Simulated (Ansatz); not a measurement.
Below is a relaxed structure of Y₃AlN₄. The cell was found from a structure generator's guess, not taken from experiment.

Level of theory: DFT PBE, scalar-relativistic, plane waves, PAW in Ansatz. Cutoff 420 eV, Γ-centred mesh, Gaussian smearing, no spin polarisation.

```cif
data_structure
_symmetry_space_group_name_H-M 'P 1'
_symmetry_Int_Tables_number 1
_cell_length_a 3.4065
_cell_length_b 3.4065
_cell_length_c 9.3647
_cell_angle_alpha 90.000
_cell_angle_beta 90.000
_cell_angle_gamma 90.000
_cell_volume 108.67
loop_
_atom_site_label
_atom_site_type_symbol
_atom_site_fract_x
_atom_site_fract_y
_atom_site_fract_z
_atom_site_occupancy
Y1 Y 0.50000 0.50000 0.23358 1
Y2 Y 0.00000 0.00000 0.50000 1
Y3 Y 0.50000 0.50000 0.76642 1
Al1 Al 0.00000 0.00000 0.00000 1
N1 N 0.00000 0.00000 0.22555 1
N2 N 0.50000 0.50000 0.50000 1
N3 N 0.00000 0.00000 0.77445 1
N4 N 0.50000 0.50000 0.00000 1
```

The zero of energy is the elements' standard structures at the same level (N₂ as a molecule); no fitted shifts are applied.

Question: What space group does it have?

Answer: P4/mmm (No. 123), with Y and Al ordered on rock salt sites. Conventional cell: a = 3.407 Å, c = 9.365 Å. Y on a site of symmetry 4mm is surrounded by 1 N at 2.19 Å, 5 N at 2.41–2.49 Å and 4 Al at 3.25 Å; Y on a site of symmetry 4/mmm has 4 N at 2.41 Å and 2 N at 2.57 Å; around Al lie 2 N at 2.11 Å, 4 N at 2.41 Å and 8 Y at 3.25 Å; N on a site of symmetry 4mm has 1 Al at 2.11 Å, 4 Y at 2.41 Å and 1 Y at 2.57 Å; 2 more sites not described.

Question: What is its formation energy per atom?

Answer: −1.349 eV/atom.

Question: Is it a metal?

Answer: No, the gap on the 10×10×4 mesh is 0.28 eV.

The last run used a 10×10×4 mesh (in the run's order of axes) for its 8-atom cell and Gaussian smearing of 0.01 eV. Kohn–Sham gaps at this level usually fall short of measured ones. Small gaps are read on the mesh alone, and bands can cross between its points. A structure relaxed within its symmetry needn't be a true minimum. Another cell of Y3AlN4 relaxed alike, in Fmm2, lies 44 meV/atom lower, so this cell isn't the stable form at this level.
